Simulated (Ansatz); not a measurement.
Values for one crystal, relaxed and computed with r²SCAN (plane waves, PAW; program Ansatz); other levels are named.

Volume per atom: 22.36 Å³
Electronic character: metallic (no gap)
Formation energy from the elements (no fitted shifts): -0.76 eV/atom
Density of states at the Fermi level: 0.30 states/eV per atom (mean over ±0.08 eV)

### Question
Which compound is it?
A) CaAu2, Imma (Ca on 4e, Au on 8h)
B) ScCu2, MoSi2 or CaC2 type
C) BaHg2, Imma (Ba on 4e, Hg on 8h)
D) AgAu3, Cu3Au type

### Answer
A, CaAu2, Imma (Ca on 4e, Au on 8h)

The first step of the workflow began from a Materials Project structure, measured or hypothetical; the Crystallography Open Database files this formula in space group No. 74, but the cells were not matched. Whether it is the stable phase at ambient conditions was not checked. The r²SCAN relaxation kept the symmetry of its start; whether a distortion lowers the energy is not shown. The references are the lowest solids computed at this level, not always the standard phases. Scalar-relativistic: spin–orbit coupling is off unless named, which matters more the heavier the elements.

Potentials: the later of the program's two PAW sets.
